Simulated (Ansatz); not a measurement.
Au (fcc, Cu type)

```
CELL_PARAMETERS angstrom
      4.08345     0.00000     0.00000
      0.00000     4.08345     0.00000
      0.00000     0.00000     4.08345
ATOMIC_POSITIONS crystal
  Au 0.00000 0.00000 0.00000
  Au 0.50000 0.50000 0.00000
  Au 0.50000 0.00000 0.50000
  Au 0.00000 0.50000 0.50000
```

Two-dimensional scan of atom 3 (Au, nearest neighbour Au at 2.887 Å; its periodic images, 4.1 Å or more away, move with it): u runs along (1.000, 0.000, 0.000), v along (0.000, 1.000, 0.000) (Cartesian). Cell and other atoms are fixed.

Computed with PBEsol (plane waves to 420 eV, PAW, scalar-relativistic; Ansatz, a program for electronic structure). k mesh 9×9×9 (Γ-centred), Fermi-Dirac smearing 0.05 eV. E stands for the smeared free energy. With partly filled bands, energies and forces of such displacements shift with the k mesh and the smearing. Au was relaxed with its symmetry unable to fall. Spin-orbit coupling is left out, though Au is heavy. The zero of ΔE is the undisplaced structure. Axes are in Å.

The scan covers u from -0.430 to 0.430 Å in 7 points and v from -0.430 to 0.430 Å in 7 points.

Question: Is the undisplaced position a minimum, a maximum or a saddle of this map?

Answer: A minimum.

Question: What are the two principal curvatures of the energy at the centre?

Answer: 6.6 eV/Å², isotropic.

(For displaced atoms, the force is minus the slope of the energy, and its curvature is a force constant, which sets phonon frequencies.)
